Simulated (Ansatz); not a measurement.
Structure relaxation, Nb

The start is a generated trial cell of Nb in the AFLOW prototype A_hR2_166_c (A7, as in As). A full variable-cell relaxation at zero pressure is run with PBE (plane waves to 420 eV, PAW, scalar-relativistic; Ansatz, a first-principles code). The first steps use a coarse 11×11×11 k-mesh.

Input geometry:
```
Nb
1.0
    1.77522     1.02492     3.29192
   -1.77522     1.02492     3.29192
    0.00000    -2.04984     3.29192
Nb
2
Direct
  0.22754   0.22754   0.22754
  0.77246   0.77246   0.77246
```

How does the volume change?

+3.4 %, from 17.97 to 18.58 Å³/atom.

How do the shortest distances between atoms change?

The closest pairs of elements (up to four, under 3.6 Å), start → end: Nb–Nb 2.38 → 2.82 Å.

What band gap does the relaxed structure have at this level?

No gap (metallic).

Write out the relaxed structure.


Space group R-3m, hexagonal axes (No. 166); a = 3.165 Å, b = 3.165 Å, c = 6.427 Å, α = 90.00°, β = 90.00°, γ = 120.00°

```csv
atom,site,symmetry,x,y,z
Nb,3b,-3m,0.0000,0.0000,0.5000
```
(The calculation used a cell of 1 atom; values per cell refer to that cell.)

The space group stays R-3m (No. 166) (the run could not lower it); the end is AFLOW prototype A_hR1_166_a (A10, as in Hg), with 1 atom in the primitive cell. Final values are on a 18×18×18 k-mesh of the relaxed cell. The start holds a very short contact (Nb–Nb 2.38 Å). No spin polarisation in the result.

The run could not lose the symmetry of its start: the end is stationary, and may be a saddle point rather than a minimum.

The relaxed structure here is a generated cell of Nb: the first start was made by placing the elements on the sites of a structure type, and the end was not matched to a known phase here, so it may be hypothetical. Known forms of Nb include space group No. 229.
